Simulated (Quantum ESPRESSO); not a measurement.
## AlSi2PC4 (a curve over strain)

A calculation, not a measurement. The program is pw.x of Quantum ESPRESSO 7.5 (plane-wave density functional theory). The cell is made up: 8 atoms on a zincblende/diamond lattice, with randomly drawn elements, strain and displacements, not relaxed. PseudoDojo standard norm-conserving files (v0.5 for PBE, v0.4.1 for LDA and PBEsol) set the functional; there is no spin polarisation, spin-orbit coupling or dispersion term, and the masses in the input are unused placeholders.

Seven runs add a strain to one cell (shear xy, as the tensor component); the atoms follow the cell and are not relaxed. Stress in the table is positive in tension.

Input of the run at +0.0016:

```
&control calculation='scf', pseudo_dir='./dojo.nc.sr.pbe.v0_5.standard.upf', outdir='./o', disk_io='medium', tprnfor=.true., tstress=.true. /
&system ibrav=0, nat=8, ntyp=4, nbnd=26, ecutwfc=82.02448710, nosym=.true., tot_charge=0,
 occupations='smearing', smearing='fd', degauss=0.0073498644
/
&electrons conv_thr=7.350e-09, electron_maxstep=60, /
ATOMIC_SPECIES
Al 1.0 Al.upf
C 1.0 C.upf
P 1.0 P.upf
Si 1.0 Si.upf
CELL_PARAMETERS angstrom
4.4795 0.0565 0.0365
0.0564 4.449 0.015
0.0365 0.0151 4.4359
ATOMIC_POSITIONS angstrom
Al -0.0057 -0.1127 0.049
Si 0.0898 2.3094 2.2293
Si 2.2035 0.0047 2.2302
P 2.1603 1.9481 0.186
C 1.0888 1.0276 1.2647
C 1.2072 3.3138 3.4811
C 3.3815 1.176 3.3799
C 3.3805 3.503 1.3186
K_POINTS automatic
6 6 6 1 1 1
```

| added strain | free energy less that of the input shown (eV) | stress xx (GPa) | stress yy (GPa) | stress zz (GPa) | stress xy (GPa) | pressure (GPa) | iterations |
| --- | --- | --- | --- | --- | --- | --- | --- |
| -0.0224 | -0.0878 | 0.67 | 2.51 | 1.63 | -1.98 | -1.60 | 11 |
| -0.0145 | -0.0895 | 0.46 | 2.28 | 1.47 | 1.50 | -1.41 | 11 |
| +0.0016 | 0.0000 | -0.47 | 1.38 | 0.97 | 8.64 | -0.62 | 11 |
| +0.0078 | 0.0688 | -1.01 | 0.87 | 0.70 | 11.40 | -0.19 | 11 |
| +0.0101 | 0.0990 | -1.24 | 0.66 | 0.60 | 12.43 | 0.00 | 11 |
| +0.0179 | 0.2210 | -2.11 | -0.15 | 0.20 | 15.93 | 0.69 | 11 |
| +0.0208 | 0.2742 | -2.47 | -0.49 | 0.03 | 17.23 | 0.98 | 11 |

A cubic fit gives a slope of stress xy against the added strain of 444 GPa at zero added strain, with the atoms clamped. Across the table the free energy follows the integral of the stress to within 0.5 meV. A rerun of one of the cells at 1347 eV and a 8 x 8 x 8 mesh moved values by no more than 0.003 eV in energy, 0.06 GPa in stress and 0.002 eV/Å in force.